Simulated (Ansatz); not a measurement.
Relaxed-ion elastic tensor of Ti5Ge3 in space group P6_3/mcm (No. 193; Ge on 6g, Ti on 4d, Ti on 6g) in GPa (Voigt order), PBEsol in the plane-wave PAW code Ansatz; density 6.06 g/cm³, 15.66 Å³ per atom.

```tsv
	1	2	3	4	5	6
1	271	123	54.9	0.0	0.0	0.0
2	123	271	54.9	0.0	0.0	0.0
3	54.9	54.9	274	0.0	0.0	0.0
4	0.0	0.0	0.0	80.5	0.0	0.0
5	0.0	0.0	0.0	0.0	80.5	0.0
6	0.0	0.0	0.0	0.0	0.0	74.1
```

### Question
Is the crystal mechanically stable?

### Answer
Yes: the smallest eigenvalue of C is 74.1 GPa.

### Question
Work out the Voigt, Reuss and Hill averages.

### Answer
K_V = 142, K_R = 141, K_H = 142; G_V = 85.9, G_R = 83.0, G_H = 84.5 GPa.

### Question
Give Young's modulus, Poisson's ratio, Pugh's ratio and the universal anisotropy index.

### Answer
E = 9KG/(3K + G) = 211 GPa; ν = 0.25; K/G = 1.68 (near the Pugh limit of 1.75, no verdict); A_U = 5G_V/G_R + K_V/K_R − 6 = 0.18.

### Question
Estimate the sound speeds and the Debye temperature.

### Answer
v_l = √((K + 4G/3)/ρ) = 6480 m/s, v_t = √(G/ρ) = 3730 m/s, mean 4150 m/s; Θ = (h/k)(3n/4πV)^(1/3) v_m = 493 K.

### Question
How much does each axis shrink under pressure?

### Answer
Linear compressibilities β_i = Σ_j S_ij (j = 1 to 3): x 2.2, y 2.2, z 2.8 per TPa.

The workflow started from an entry of the Crystallography Open Database (COD). Its standing as an ambient phase is unchecked. Symmetry was held in the PBEsol relaxation; whether a distortion lowers the energy is not shown. No spin polarisation was allowed. As this level gives no gap, shear constants depend on the k-mesh and smearing (Fermi–Dirac, 0.1 eV here). On the denser mesh and wider smearing of the elastic run this cell carries a stress of 0.3 GPa.

Potentials: the later of the program's two PAW sets.
